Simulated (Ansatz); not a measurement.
What DFT gives for ScPd$_{3}$

```
Pd Sc
1.0
     4.00923    0.00000    0.00000
     0.00000    4.00923    0.00000
     0.00000    0.00000    4.00923
Pd Sc
3 1
Direct
  0.00000 0.50000 0.50000
  0.50000 0.00000 0.50000
  0.50000 0.50000 0.00000
  0.00000 0.00000 0.00000
```

The numbers come from plane-wave PAW DFT (Ansatz): PBEsol, no spin polarisation, 420 eV, 8×8×8 Γ-centred k points, fermi-dirac occupations (width 0.1 eV). Nothing was relaxed.

(1) What do density and ELF say about some of the short contacts?

(2) Which element gives electrons and which takes them?

(3) What happens at the Fermi level?

(4) Is the cell too large or too small?

(5) Is it stable against the elements?

Origin: a database entry at a rescaled volume.

Answers

(1) Pd–Pd at 2.83 Å: least valence density 0.28 e/Å³ and ELF 0.23 there. Pd–Sc at 2.83 Å: least valence density 0.20 e/Å³ and ELF 0.12 there. Both are smooth PAW fields, read partly inside the augmentation spheres.

(2) Bader charges in e: Sc +1.58, Pd -0.53. In the mean Sc gives up most and Pd takes most.

(3) It is a metal, with about 2.7 states/eV a cell as the mean within 0.25 eV of the Fermi level, mostly Pd d (60 %) and Sc d (18 %).

(4) The pressure is -7.5 GPa (compression positive), so with the atoms held at these fractions the cell would first shrink.

(5) -0.85 eV an atom against the elements' usual phases (free molecules for gases, crystals otherwise, with no correction for O₂ or N₂), so it is bound against them; other compounds may still compete. Relaxing would lower it.
